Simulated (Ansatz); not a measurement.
Values for one crystal, relaxed and computed with r²SCAN in the plane-wave PAW code Ansatz; other levels are named.

- Volume per atom = 21.09 Å³
- Electronic character = metallic (no gap)
- Formation energy from the elements (no fitted shifts) = -0.85 eV/atom
- Density of states at the Fermi level = 0.28 states/eV per atom (mean over ±0.08 eV)

Task: Which compound is it?
(A) RbP2Rh2, I4/mmm (Rb on 2a, P on 4e, Rh on 4d)
(B) NdH2, fluorite
(C) GePd, rock salt
(D) GeRh, P-6m2 (Rh on 1a, Ge on 1f)

Result: A, RbP2Rh2, I4/mmm (Rb on 2a, P on 4e, Rh on 4d)

The workflow started from a Materials Project entry (that database holds measured and hypothetical structures alike); the Crystallography Open Database copy checked does not list it. Whether it is the stable phase at ambient conditions was not checked. The cell was relaxed with r²SCAN under the symmetry of its start; whether a distortion lowers the energy is not shown. The run is not spin-polarised. The references are the lowest solids computed at this level, not always the standard phases. Scalar-relativistic: spin–orbit coupling is off unless named, which matters more the heavier the elements.

Potentials: the later of the program's two PAW sets.
